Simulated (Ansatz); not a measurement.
FeSi — contact hyperfine fields

Cell: a COD entry, its atoms then relaxed with PBE in this cell.

Space group P2_13 (No. 198); a = 4.4670 Å.

```csv
site,Wyckoff,site symmetry,x,y,z
Fe,4a,.3.,0.1355,0.1355,0.1355
Si,4a,.3.,0.8407,0.8407,0.8407
```

One atom of each set is listed.

Method: Kohn–Sham DFT in Ansatz, r2SCAN, plane waves and PAW, scalar-relativistic, collinear spin, 500 eV cutoff, Γ-centred 10×10×10 k-points, Fermi–Dirac smearing 0.05 eV. Start moments as typed (μB): 3 on each Fe, none on the rest.

B_c = (2μ₀/3)μB(ρ↑ − ρ↓), with the spin density averaged over the Thomson radius around the nucleus, 7.77 T per e/Å³, positive along the up direction of the run. The valence column is what the valence and semicore waves of the PAW files give as listed; the rest comes from solving these waves and the inner shells again in each spin's potential.

Question: Give the site moments and the Fermi-contact fields.

Answer: The cell's net moment is 4.20 μB; the site moments, counted in spheres around the atoms, add up to 4.59 μB, and the difference lies between the spheres. One atom of each set is listed.

| site | m (μB) | B_c (T) | valence column (T) | rest (T) |
| --- | --- | --- | --- | --- |
| Fe | 1.22 | -10.7 | 14.2 | -24.8 |
| Si | -0.08 | -8.6 | -8.2 | -0.4 |

On Fe the field amounts to -8.7 T per μB of the site's moment: core polarisation sets it against the moment.

The largest force is 0.4 eV/Å, so the atoms aren't at the calculated equilibrium and relaxing them would move these values. The program didn't check the stability of this electronic state in full, so a lower one may lie near. The magnetic order is the one that the run reached from its start moments, not necessarily the measured one. The run finds no gap above 0.1 eV, so moments and fields hang on the k-mesh and the smearing. Semilocal functionals underestimate the core's part of the field; in a metal the conduction electrons' part and a positive orbital field can offset that, so a measured field can be larger or smaller. Orbital and dipolar fields are left out.
